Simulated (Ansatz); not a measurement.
CaZrN2:
```
CaZrN2
1.0
    1.64299     0.94858     5.55581
   -1.64299     0.94858     5.55581
    0.00000    -1.89716     5.55581
Ca Zr N
1 1 2
Direct
  0.00000   0.00000   0.00000
  0.50000   0.50000   0.50000
  0.23853   0.23853   0.23853
  0.76147   0.76147   0.76147
```

Relaxed with PBEsol. Independent-particle spectrum: no excitons, no local fields, no scissors shift; 0.1 eV broadening; ε₁ of the summed bands alone.

Q: Tabulate the dielectric function from PBEsol in the plane-wave PAW code Ansatz.

A: 

```
E (eV)  ε₁ xx  ε₂ xx  ε₁ zz  ε₂ zz
------  -----  -----  -----  -----
0.0     11.69   0.00  10.23   0.00
0.5     12.22   0.00  10.69   0.00
1.0     16.13   1.80  14.29   1.08
1.5     12.31   6.49  10.35   6.79
2.0     10.28   6.70   7.39   5.96
2.5     10.01   7.23   6.61   5.08
3.0      6.93   9.47   5.84   5.41
3.5      3.08   9.53   4.84   4.73
4.0      2.41   4.58   4.89   3.88
4.5      4.20   3.57   5.28   3.23
5.0      5.59   4.06   7.03   3.23
5.5      7.00   4.79   7.74   5.39
6.0      7.02   7.16   6.69   6.91
6.5      5.01   8.56   5.71   7.88
7.0      3.72   9.92   3.84   8.45
7.5     -1.18   9.26   1.69   8.92
8.0     -0.18   7.63   0.60   7.96
8.5     -2.71   8.03  -0.65   7.25
9.0     -2.79   4.90  -0.08   5.68
9.5     -1.82   3.78  -1.10   6.23
10.0    -2.18   3.62  -3.00   6.13
10.5    -1.95   3.07  -3.60   3.49
11.0    -2.50   2.33  -3.00   1.80
11.5    -1.84   1.24  -2.03   1.26
12.0    -1.18   0.78  -1.22   0.78
```

Q: From ε at 1.5 eV (xx: 12.31 + 6.49i), find n, k, the normal reflectivity and the absorption coefficient.

A: n = 3.62, k = 0.896, R = 35 %, α = 2kE/ħc = 140000 cm⁻¹.

With all bands, ε∞ without local fields is 11.8 (xx = yy), 10.4 (zz). DFPT, with local fields, gives 11.5 (xx = yy), 9.27 (zz).

Space group R-3m. The workflow started from a Materials Project entry (that database holds measured and hypothetical structures alike); the Crystallography Open Database copy checked does not list it. Whether it is the stable phase at ambient conditions was not checked. The cell was relaxed with PBEsol under the symmetry of its start; of distortions, only those at the zone centre were tested. The run is not spin-polarised. Spin–orbit coupling is left out wherever it is not named.

Potentials: the later of the program's two PAW sets.
